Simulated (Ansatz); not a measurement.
NbRu:
```xyz
2
Lattice="0.0000 2.5672 2.5672 2.5672 0.0000 2.5672 2.5672 2.5672 0.0000" Properties=species:S:1:pos:R:3 pbc="T T T"
Ru     0.0000     0.0000     0.0000
Nb     2.5672     2.5672     2.5672
```

Relaxed with PBEsol.

### Question
Which orbitals make up the states near the Fermi level in plane-wave PAW PBEsol (Ansatz code)?

### Answer
Within 0.5 eV of the Fermi level: Nb 4d 53 %, Ru 4d 33 %, Nb 5s 5 %. Projections are on Löwdin-orthogonalised atomic valence shells; empty p or d shells of many metals are not among them.

### Question
Tabulate the density of states.

### Answer
States/eV per cell of 2 atoms, in 0.25 eV bins, energy from the Fermi level.

```tsv
E (eV)	total	Ru 4d	Nb 4d	Nb 5s
-6.85	0.00	0.00	0.00	0.00
-6.60	0.03	0.00	0.00	0.02
-6.35	0.08	0.00	0.00	0.05
-6.10	0.12	0.00	0.00	0.07
-5.85	0.16	0.00	0.00	0.09
-5.60	0.28	0.05	0.04	0.11
-5.35	0.63	0.21	0.19	0.12
-5.10	0.90	0.34	0.30	0.15
-4.85	1.13	0.45	0.39	0.16
-4.60	1.46	0.61	0.51	0.18
-4.35	2.21	1.02	0.80	0.20
-4.10	3.38	1.65	1.23	0.24
-3.85	3.51	1.72	1.20	0.27
-3.60	3.94	1.98	1.38	0.27
-3.35	2.85	1.61	0.95	0.15
-3.10	3.71	2.33	1.13	0.11
-2.85	2.82	1.76	0.92	0.04
-2.60	2.75	1.67	0.94	0.03
-2.35	2.62	1.83	0.65	0.03
-2.10	3.54	2.62	0.71	0.05
-1.85	1.89	1.18	0.56	0.03
-1.60	2.34	1.44	0.74	0.04
-1.35	2.64	1.66	0.79	0.05
-1.10	3.33	2.10	0.96	0.06
-0.85	1.63	1.35	0.22	0.02
-0.60	1.59	0.91	0.54	0.07
-0.35	1.20	0.45	0.60	0.07
-0.10	1.30	0.42	0.70	0.08
0.15	1.42	0.43	0.76	0.08
0.40	1.42	0.43	0.78	0.06
0.65	1.43	0.42	0.83	0.04
0.90	1.45	0.39	0.91	0.03
1.15	1.44	0.32	1.01	0.01
1.40	2.89	0.72	1.88	0.02
1.65	3.55	0.88	2.29	0.06
1.90	3.42	0.75	2.34	0.06
2.15	3.12	0.76	2.09	0.04
2.40	2.72	0.69	1.69	0.10
2.65	2.53	0.67	1.50	0.13
2.90	2.22	0.63	1.27	0.12
3.15	2.20	0.64	1.18	0.12
3.40	2.15	0.63	1.08	0.09
3.65	1.06	0.23	0.47	0.07
3.90	0.80	0.13	0.32	0.12
4.15	0.69	0.12	0.27	0.15
4.40	0.94	0.13	0.30	0.26
4.65	1.01	0.13	0.27	0.22
```

Space group Fm-3m (rock salt). The start of the workflow was typed in or built on a structure type; neither database checked (COD, Materials Project) lists it. COD files the formula under space group No. 123, 221. Whether it is the stable phase at ambient conditions was not checked. The PBEsol relaxation kept the symmetry of its start. At this level the phase is mechanically unstable. No spin polarisation was allowed. Its formation energy is positive at this level, so the cell may be metastable or incomplete. Scalar-relativistic: spin–orbit coupling is off unless named, which matters more the heavier the elements.

Potentials: the earlier of the program's two PAW sets. The files were generated under PBE; for other functionals the program regenerates the frozen cores, and for LDA and PBEsol the local potential too.
